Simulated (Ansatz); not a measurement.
Ba2BiSb2, one cell by several methods

```
CELL_PARAMETERS angstrom
-2.40130 3.84390 4.95000
2.40130 -3.84390 4.95000
2.40130 3.84390 -4.95000
ATOMIC_POSITIONS crystal
Ba 0.72021 0.22021 0.50000
Ba 0.27979 0.77979 0.50000
Sb 0.70160 0.50000 0.20160
Sb 0.29840 0.50000 0.79840
Bi 0.00000 0.00000 0.00000
```

Atom numbers follow the list: Ba1, Ba2, Sb3, Sb4, Bi5.

The structure is an experimental refinement, used without relaxation.

Spin–orbit coupling is left out, though it moves levels of the heavy atoms by tenths of an eV or more.

Methods: DFT, PBE, PAW with Ansatz's default frozen-core files, scalar-relativistic (Ansatz 0.2.0); DFT, PBE, all-electron PAW with datasets made for the crystal, scalar-relativistic (Ansatz 0.2.0); DFT, PBE, all-electron LAPW, scalar-relativistic (Ansatz 0.2.0).

For PAW: a Γ-centred 5×7×7 k mesh, Fermi–Dirac smearing of 0.08 eV, cutoff 420 eV, no spin polarisation; this mesh doesn't keep the crystal's whole symmetry, which leaves small spurious terms. The crystal-made all-electron datasets (AE datasets) take a cutoff of 260 eV at this cell. LAPW targets a basis error of 1 meV/atom. The Ansatz runs share mesh, smearing and spin set-up. Plane-wave (PAW) pressures include the program's estimate of the Pulay term.

Stress and pressure are positive in compression.

No spin–orbit coupling: at heavy atoms the gradients can be off by tens of per cent for that reason.

In a metal, gradients converge slowly with the k mesh: the values move by tens of per cent from one mesh to another, at times in sign, so only the comparison on one mesh counts.

Levels count from the Fermi level.

```tsv
quantity	PAW	AE datasets	LAPW
pressure (GPa)	0.96	0.97	0.97
stress xx (GPa)	0.80	0.81	0.81
stress yy (GPa)	0.33	0.34	0.34
stress zz (GPa)	1.75	1.75	1.75
force on Ba1, z (eV/Å)	-0.031	-0.031	-0.031
force on Sb3, y (eV/Å)	0.058	0.057	0.057
highest filled level at F2 (eV)	-1.128	-1.131	-1.131
lowest empty level at F2 (eV)	1.060	1.061	1.061
highest filled level at U0 (eV)	-0.428	-0.426	-0.426
lowest empty level at U0 (eV)	0.328	0.323	0.323
highest filled level at Y0 (eV)	-0.428	-0.426	-0.426
lowest empty level at Y0 (eV)	0.328	0.323	0.323
field gradient Vzz at Ba1 (10²¹ V/m²)	2.47	2.48	–
field gradient Vzz at Bi5 (10²¹ V/m²)	-110.42	-110.84	–
```

PAW's pressure differs from the LAPW value by about 0.01 GPa or less.
